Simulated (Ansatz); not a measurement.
## Structures of Cs₂Si: which is lowest?

Plane-wave DFT in Ansatz with scalar-relativistic PAW potentials, cutoff 420 eV, Γ-centred meshes chosen by cell and gap, Gaussian smearing with energies taken to zero width. Every cell was relaxed (cell and atoms) in a run of its own, within the symmetry of its start. Functional: PBE.

Relaxed structures (starts from databases or built by putting these elements on another compound's sites):
A. I4/mcm, 6 atoms in the computed cell, a = 10.498 Å, c = 5.280 Å; sites (symmetry × multiplicity) Cs m.2m × 8, Si 422 × 4; start: built
B. R-3m, 3 atoms in the computed cell, a = 6.210 Å, c = 15.324 Å; sites (symmetry × multiplicity) Cs 3m × 6, Si -3m × 3; start: built
C. P6/mmm, 3 atoms in the computed cell, a = 6.327 Å, c = 3.671 Å; sites (symmetry × multiplicity) Cs -6m2 × 2, Si 6/mmm × 1; start: built

Problem. Rank them by energy. Could pressure change the order?

Solution.
| structure | group | E − E(lowest) (meV/atom) | V (Å³/atom) | gap on mesh (eV) |
| --- | --- | --- | --- | --- |
| A | I4/mcm | 0.0 | 48.49 | 0.00 |
| B | R-3m | 133 | 56.87 | 0.00 |
| C | P6/mmm | 157 | 42.42 | 0.00 |

A is lowest, 133 meV/atom under B. C is denser by 6.08 Å³/atom, so pressure favours it: ΔE/ΔV, with ΔE in eV and 1 eV/Å³ = 160.2 GPa, gives about 4.1 GPa for equal enthalpy if both cells were rigid, a rough figure since the two compress differently. Other structures may lie lower than all of these, and vibrations aren't counted.

Spin-orbit coupling is left out, which matters for the bands of heavy elements.